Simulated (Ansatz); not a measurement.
# Structures of Li2Cd: which is lowest?

Plane-wave DFT in Ansatz with scalar-relativistic PAW potentials, cutoff 420 eV, Γ-centred meshes chosen by cell and gap, Gaussian smearing with energies taken to zero width. Every cell was relaxed (cell and atoms) in a run of its own, within the symmetry of its start. Functional: PBE.

Relaxed structures (starts from databases or built by putting these elements on another compound's sites):
A. I4/mcm, 6 atoms in the computed cell, a = 6.509 Å, c = 5.874 Å; sites (symmetry × multiplicity) Li m.2m × 8, Cd 422 × 4; start: built
B. I4/mmm, 3 atoms in the computed cell, a = 3.400 Å, c = 9.571 Å; sites (symmetry × multiplicity) Li 4mm × 4, Cd 4/mmm × 2; start: built

Task: Rank them by energy. Could pressure change the order?

Result:
```csv
structure,group,E − E(lowest) (meV/atom),V (Å³/atom),gap on mesh (eV)
B,I4/mmm,0.0,18.44,0.00
A,I4/mcm,61,20.74,0.00
```

B is lowest, 61 meV/atom under A. The lowest is also the densest of these, so pressure wouldn't bring one of the others in at first order. Other structures may lie lower than all of these, and vibrations aren't counted.